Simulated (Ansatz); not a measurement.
Ba2ZnP2: gradients before and after relaxing the atoms

Start: a COD entry.

Space group Ibam (No. 72); a = 6.7560, b = 13.1080, c = 6.3850 Å.

```
site  Wyckoff  site symmetry       x       y       z
  Ba       8j            ..m  0.1912  0.3597  0.0000
  Zn       4a            222  0.0000  0.0000  0.2500
   P       8j            ..m  0.2001  0.1065  0.0000
```

One atom of each set is listed; the run and its k-mesh use a cell of 10 atoms with edges of 8.03, 8.03, 8.03 Å.

The numbers come from a DFT calculation in Ansatz (PBE, plane waves and PAW, scalar-relativistic, 420 eV cutoff, Γ-centred 6×6×6 k-points, Fermi–Dirac smearing 0.02 eV).

The largest force at the start is 0.059 eV/Å. Relaxing the ions at fixed cell moves them by 0.011 Å at most (atom 2, Ba) and 0.009 Å rms.

| site | moved (Å) | first shell before | first shell after | V_zz before (10²¹ V/m²) | η before |
| --- | --- | --- | --- | --- | --- |
| Ba | 0.011 | 2 Zn at 3.21 Å, 6 P at 3.31–3.47 Å | 2 Zn at 3.20 Å, 6 P at 3.30–3.46 Å | -5.66 | 0.69 |
| Zn | 0.000 | 4 P at 2.51 Å | 4 P at 2.51 Å | -0.059 | 0.32 |
| P | 0.009 | 2 Zn at 2.51 Å, angle 79° | 2 Zn at 2.51 Å, angle 79° | -3.71 | 0.27 |

(1) What are V_zz and η after the relaxation?

Results:

(1) 

```csv
site,V_zz after,η after,change of V_zz
Ba,-5.68,0.66,-0.02
Zn,0.088,0.85,–
P,-3.71,0.25,0.00
```

The largest change of V_zz along a kept axis is on Ba, from -5.66 to -5.68. On Zn the largest principal value lies along another axis in the second run, so the two V_zz can't be compared directly.

Without spin–orbit coupling (the program notes it for Ba) the gradients can shift somewhat, as the gap is small. With a gap of 0.7 eV on this mesh, small gradients can still move by 0.1 × 10²¹ V/m² or more as the k-mesh gets denser.
